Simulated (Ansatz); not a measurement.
Theory: DFT PBE, scalar-relativistic, plane waves, PAW (Ansatz 0.2.0). All cells share a 420 eV cutoff and Γ-centred k meshes spaced at most about 0.3 Å⁻¹ (about 0.25 or finer for metals, 2π included). No spin polarisation in the final relaxations.

These are static total energies at zero pressure.

Compare these two cells of ZnB6, each relaxed at this level.

1. Space group P4mm (No. 99), tetragonal, a = 4.189 Å, c = 4.229 Å. Zn is surrounded by 8 B at 2.30 Å; B on a site of symmetry m has 5 B at 1.72–1.79 Å and 2 Zn at 2.30 Å; B on a site of symmetry 4mm has 1 B at 1.67 Å and 4 B at 1.79 Å; B on a second site of symmetry 4mm has 5 B at 1.67–1.76 Å.

2. Space group Pm-3m (No. 221), cubic, a = 4.132 Å. Zn has 24 B at 3.04 Å (long contacts); around B lie 1 B at 1.64 Å, 4 B at 1.76 Å, 1 B at 2.49 Å and 4 Zn at 3.04 Å.

Question: Which form is favoured at zero pressure, and by what margin per atom?

Answer: Cell 1 is lower, by 139 meV/atom. Cell 1 has space group P4mm (No. 99), 10.6 Å³/atom and no gap on its mesh; cell 2 has space group Pm-3m (No. 221), 10.1 Å³/atom and no gap. Counting B atoms around Zn (those within 1.25 times the shortest such distance or 1.15 times the sum of covalent radii; the shortest distance is added where it is long for a bond), cell 1 has Zn 8 and cell 2 has Zn 24 from 3.0 Å. Cell 1 and cell 2 both hold B–B bonds in all directions. The lower one is the more open, so pressure narrows the difference. Even the lower one lies +0.22 eV/atom against the reference forms of the elements (uncorrected), so neither is stable at this level. Both come from invented guesses.

The zero gap of P4mm may come from the functional, which often closes small gaps, or the cell may be a true semimetal. Cells relaxed within their symmetry can be saddle points. The P4mm cell of ZnB6 came from shaking the Pm-3m one.
